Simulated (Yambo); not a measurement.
Cs$_{2}$KCoF$_{6}$ (space group Fm-3m, No. 225), G0W0@PBEsol in Yambo with this input:

```
rim_cut
gw0
dyson
el_el_corr
HF_and_locXC
ppa
em1d
RandQpts= 1000000
RandGvec= 1 Ry
EXXRLvcs= 96 Ry
VXCRLvcs= 384 Ry
Chimod= "HARTREE"
% BndsRnXp
 5 | 277 |
%
NGsBlkXp= 7 Ry
% LongDrXp
 1.0 | 1.0 | 1.0 |
%
PPAPntXp= 27.2114 eV
% GbndRnge
 1 | 277 |
%
GTermKind= "BG"
DysSolver= "n"
ExtendOut
```

On a 2×2×2 mesh, with wavefunctions cut at 96 Ry, the gap (X → X) is 4.669 eV and the valence edge shifts by -1.242 eV.

Problem. What happens with this change: no random integration?

Solution. The gap falls by 0.135 eV, to 4.534 eV; the shift of the valence edge becomes -0.962 eV. Neither run is shown to be the converged limit.

Geometry of the Materials Project entry, not relaxed at this level; primitive cell a = b = c = 6.3904 Å, α = β = γ = 60.00°.

The structure is a Materials Project entry; no match was found in the copy of COD used, and its stability was not checked.

The runs are not spin-polarised; magnetic order was not tried.

A shift is the quasiparticle energy of the state minus its PBEsol energy.
